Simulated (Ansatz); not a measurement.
SiC (zinc blende, F-43m), r²SCAN in the plane-wave PAW code Ansatz. The conduction-band minimum lies at X, with 3 equivalent valleys. Second derivatives d²E/dk² of the lowest band at one valley (eV·Å²), along Cartesian directions:

| direction | d²E/dk² |
|---|---|
| [100] | 11.88 |
| [010] | 33.74 |
| [001] | 33.74 |
| [110] | 22.81 |
| [101] | 22.81 |
| [011] | 33.70 |

Problem. Find the principal effective masses, the density-of-states mass and the conductivity mass.

Solution. Off-diagonal terms follow from H_xy = H[110] − (H_xx + H_yy)/2, and m*/mₑ = 7.620 eV·Å² over each eigenvalue: 0.23, 0.23, 0.64. One valley's DOS mass (m₁m₂m₃)^(1/3) = 0.32, conductivity mass 3/(Σ 1/mᵢ) = 0.29 mₑ.

Problem. What effective density of states Nc follows at 300 K for parabolic valleys?

Solution. Nc = 2.509e19 × 3 × (0.32)^(3/2) ≈ 1.4e19 cm⁻³.

Problem. With the computed static dielectric constant 9.80 (mean of the diagonal), estimate a hydrogenic donor's binding energy and radius.

Solution. E = 13.606 eV × 0.29/9.80² ≈ 41 meV; a = 0.529 Å × ε/m* ≈ 18 Å. Semilocal masses tend to be too small where the gap is.

Problem. With ε∞ = 6.52 and ω_LO = 979 cm⁻¹, what Fröhlich coupling constant follows?

Solution. α = (1/ε∞ − 1/ε0) √(m* × 13.606 eV/ħω_LO) = 0.29.

Symmetry was held in the r²SCAN relaxation; phonons on a q-mesh show no instability.

Potentials: the earlier of the program's two PAW sets.
